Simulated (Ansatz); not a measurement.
HfC:
```cif
data_C4Hf4
_chemical_formula_sum 'Hf4 C4'
_space_group_name_H-M_alt 'F-43m'
_space_group_IT_number 216
_space_group_name_Hall 'F -4 2 3'
_cell_length_a 4.99601
_cell_length_b 4.99601
_cell_length_c 4.99601
_cell_angle_alpha 90.000
_cell_angle_beta 90.000
_cell_angle_gamma 90.000
loop_
_atom_site_label
_atom_site_type_symbol
_atom_site_symmetry_multiplicity
_atom_site_Wyckoff_symbol
_atom_site_fract_x
_atom_site_fract_y
_atom_site_fract_z
_atom_site_occupancy
Hf1 Hf 4 a 0.00000 0.00000 0.00000 1
C1 C 4 d 0.75000 0.75000 0.75000 1
```
(The calculation used a cell of 2 atoms; values per cell refer to that cell.)

Relaxed with PBEsol.

Question: Which orbitals make up the states near the band edges in PBEsol in the plane-wave PAW code Ansatz?

Answer: Top 1 eV of the valence band: C 2p 72 %, Hf 5d 22 %. Bottom 1 eV of the conduction band: Hf 5d 75 %, C 2p 12 %, outside the projected shells 6 %. Projections are on Löwdin-orthogonalised atomic valence shells; empty p or d shells of many metals are not among them.

Question: Tabulate the density of states.

Answer: States/eV per cell of 2 atoms, in 0.25 eV bins, energy from the valence-band maximum.

```tsv
E (eV)	total	Hf 5d	C 2p	Hf 6s
-7.85	0.00	0.00	0.00	0.00
-7.60	0.00	0.00	0.00	0.00
-7.35	0.00	0.00	0.00	0.00
-7.10	0.00	0.00	0.00	0.00
-6.85	0.00	0.00	0.00	0.00
-6.60	0.00	0.00	0.00	0.00
-6.35	0.00	0.00	0.00	0.00
-6.10	0.00	0.00	0.00	0.00
-5.85	0.00	0.00	0.00	0.00
-5.60	0.00	0.00	0.00	0.00
-5.35	0.00	0.00	0.00	0.00
-5.10	0.00	0.00	0.00	0.00
-4.85	0.00	0.00	0.00	0.00
-4.60	0.00	0.00	0.00	0.00
-4.35	0.02	0.01	0.01	0.00
-4.10	0.44	0.20	0.19	0.03
-3.85	0.72	0.32	0.32	0.06
-3.60	1.07	0.45	0.48	0.09
-3.35	2.11	0.80	0.99	0.20
-3.10	2.27	0.75	1.19	0.18
-2.85	1.29	0.46	0.69	0.08
-2.60	0.09	0.04	0.04	0.00
-2.35	0.80	0.33	0.41	0.04
-2.10	2.58	1.09	1.35	0.08
-1.85	3.54	1.54	1.88	0.05
-1.60	2.22	0.91	1.22	0.04
-1.35	1.75	0.66	1.01	0.03
-1.10	1.44	0.49	0.89	0.02
-0.85	1.21	0.35	0.80	0.02
-0.60	1.04	0.24	0.74	0.01
-0.35	0.88	0.15	0.68	0.01
-0.10	0.54	0.07	0.44	0.00
0.15	0.01	0.01	0.00	0.00
0.40	0.59	0.46	0.04	0.00
0.65	0.63	0.47	0.07	0.01
0.90	0.61	0.45	0.09	0.02
1.15	0.60	0.43	0.09	0.02
1.40	0.61	0.44	0.10	0.02
1.65	0.61	0.45	0.10	0.02
1.90	0.62	0.47	0.09	0.02
2.15	0.66	0.52	0.09	0.02
2.40	0.75	0.62	0.08	0.02
2.65	0.85	0.74	0.06	0.01
2.90	0.62	0.55	0.05	0.01
3.15	0.49	0.43	0.04	0.01
3.40	0.77	0.66	0.07	0.01
3.65	2.14	1.79	0.23	0.04
3.90	2.05	1.67	0.22	0.06
4.15	2.03	1.60	0.23	0.09
4.40	1.81	1.38	0.22	0.07
4.65	2.59	1.81	0.43	0.10
4.90	2.63	1.81	0.46	0.12
```

The start of the workflow was typed in or built on a structure type; neither database checked (COD, Materials Project) lists it. It is not the phase usual at ambient conditions (space group No. 225). The cell was relaxed with PBEsol under the symmetry of its start; its stability against distortions is not shown here. The run is not spin-polarised. Spin–orbit coupling is left out wherever it is not named.

Potentials: the earlier of the program's two PAW sets. The files were generated under PBE; for other functionals the program regenerates the frozen cores, and for LDA and PBEsol the local potential too.
